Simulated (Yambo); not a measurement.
Convergence of the G0W0 gap of MgZnO2

G0W0@PBEsol for MgZnO2 (space group P3m1, No. 156) in Yambo. Reference settings: 6×6×4 Γ-centred k mesh, bands 6 to 124 and a 10 Ry block in the screening, 124 bands in G with the Bruneval-Gonze terminator, plasmon pole fitted at 27.2 eV. The PBEsol gap Γ → Γ on this mesh is 1.76 eV; G0W0 gaps are taken between the same points.

```tsv
change from the reference	G0W0 gap Γ → Γ (eV)	shift of the valence edge (eV)	rough Yambo cost
reference settings	3.57	-1.20	1
50 bands in W, 50 bands in G	3.78	-1.13	about 1/3
82 bands in W, 82 bands in G	3.62	-1.16	within a factor of two
50 bands in G	3.63	-1.24	–
82 bands in G	3.59	-1.22	–
62 bands in W	3.66	-1.12	about 1/2
2 Ry block	3.46	-1.25	about 1/2
4 Ry block	3.43	-1.21	within a factor of two
pole fitted at 40 eV	3.59	-1.26	–
no random integration	3.52	-1.03	–
6×6×2 mesh	3.55	-1.15	about 1/3
50 bands in G, no terminator	3.29	-0.59	–
82 bands in G, no terminator	3.36	-0.83	–
no terminator	3.43	-0.97	–
```

The reference isn't shown to be the converged limit. Costs are rough (shared machines), scaled to the same edge states, and given only for runs that recompute the screening.

Geometry relaxed with PBEsol; primitive cell a = b = 3.2625 Å, c = 5.1200 Å, α = β = 90.00°, γ = 120.00°.

The structure is a Materials Project entry; no match was found in the copy of COD used, and its stability was not checked.

A shift is the quasiparticle energy of the state minus its PBEsol energy.
